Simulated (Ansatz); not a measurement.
Ta (hcp (Mg type), P6_3/mmc) at seven volumes, r²SCAN (plane waves, PAW; program Ansatz), shape and atoms relaxed at each. One row is withheld.

```tsv
V (Å³/atom)	P (GPa)
16.827	22.08
17.381	13.68
17.936	6.37
18.491	0.01
19.046	-5.50
19.600	?
20.155	-14.39
```

### Question
Fit the shown pressures and predict the withheld one.

### Answer
P = (3/2)B₀(x^(7/2) − x^(5/2))[1 + (3/4)(B′ − 4)(x − 1)] with x = (V₀/V)^(2/3). Least squares on the six rows gives V₀ = 18.493 Å³/atom, B₀ = 196 GPa, B′ = 3.72. At V = 19.600, x = 0.9620 and P = -10.23 GPa. The run itself gave -10.27 GPa.

The start of the workflow was typed in or built on a structure type; the Crystallography Open Database copy checked does not list it. It is not the phase usual at ambient conditions (space group No. 229). Symmetry was held in the r²SCAN relaxation; its stability against distortions is not shown here. The run is not spin-polarised. Spin–orbit coupling is left out wherever it is not named.

Potentials: the earlier of the program's two PAW sets.
